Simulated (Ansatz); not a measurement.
SiO2:
```yaml
crystal:
  lattice:
    - [3.77425, 0.00000, 0.00000]
    - [0.00000, 3.77425, 0.00000]
    - [0.00000, 0.00000, 3.77425]
  atoms:
    - { symbol: Si, position: [0.50000, 0.50000, 0.50000] }
    - { symbol: Si, position: [0.00000, 0.00000, 0.00000] }
    - { symbol: O, position: [0.25000, 0.25000, 0.25000] }
    - { symbol: O, position: [0.25000, 0.75000, 0.75000] }
    - { symbol: O, position: [0.75000, 0.75000, 0.25000] }
    - { symbol: O, position: [0.75000, 0.25000, 0.75000] }
```

x, y and z are the axes in which the lattice vectors are written.

Problem. Give the high-frequency dielectric tensor and the Born effective charge tensors of the independent atoms from DFPT, DFT-r²SCAN in the program Ansatz with PAW potentials.

Solution. 
ε∞:
```
3.12  0.00  0.00
0.00  3.12  0.00
0.00  0.00  3.12
```
Z* of atom 1 (Si), rows: field, columns: displacement, in e:
```
3.86  0.00  0.00
0.00  3.86  0.00
0.00  0.00  3.86
```
Z* of atom 3 (O), rows: field, columns: displacement, in e:
```
-1.93  -0.61  -0.61
-0.61  -1.93  -0.61
-0.61  -0.61  -1.93
```

Static charges for comparison (Bader): Si1 +3.36, O3 -1.68 e. Born charges measure polarisation by displacement and can exceed these by far.

Space group Pn-3m. The first step of the workflow began from a Materials Project structure, measured or hypothetical; the Crystallography Open Database copy checked does not list it. It is not the phase usual at ambient conditions (space group No. 92, 152, 154). The cell was relaxed with r²SCAN under the symmetry of its start; phonons on a q-mesh show no instability.

Potentials: the earlier of the program's two PAW sets.
